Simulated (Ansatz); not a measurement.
This run works on a proposed trial structure, not on a known crystal.

Input and command of a plane-wave DFT calculation in Ansatz:

```yaml
crystal:
  lattice:
    - [-1.6102104258, 1.6102104258, 7.6491854368]
    - [1.6102104258, -1.6102104258, 7.6491854368]
    - [1.6102104258, 1.6102104258, -7.6491854368]
  atoms:
    - { symbol: Al, position: [0.0006356723, 0.0006356723, 0.0] }
    - { symbol: Mo, position: [0.6022576558, 0.6022576558, 0.0], spin: 1.0 }
    - { symbol: W, position: [0.1952808751, 0.1952808751, 0.0] }
    - { symbol: W, position: [0.3977583884, 0.3977583884, 0.0] }
    - { symbol: W, position: [0.8040674084, 0.8040674084, 0.0] }
basis:
  ecutwfc: 420
kpoints:
  mp_grid: { grid: [8, 8, 8] }
hamiltonian:
  xc: pbe
scf:
  occupations: { method: gaussian, width: 0.1 }
  lower_state_search: "off"
output:
  forces: true
  stress: true
  eigenvalues: true
  populations: true
magnetization:
  spin_polarized: true
```

```bash
ansatz run input.yaml --threads 1 --pin off --max-ram 2560MiB --backend cpu --events-out ev --progress --plain --runs-dir out
```

Processor: Intel(R) Xeon(R) Platinum 8259CL CPU @ 2.50GHz (Skylake/Cascade Lake), 1 thread, on a host shared with other jobs.

Q: How long does it run, and how much memory does it take?

A: About 67 s, peak memory 0.54 GiB. It solves 36 bands at 59 k points (after reduction by symmetry) with about 1565 plane waves, in 18 SCF iterations.
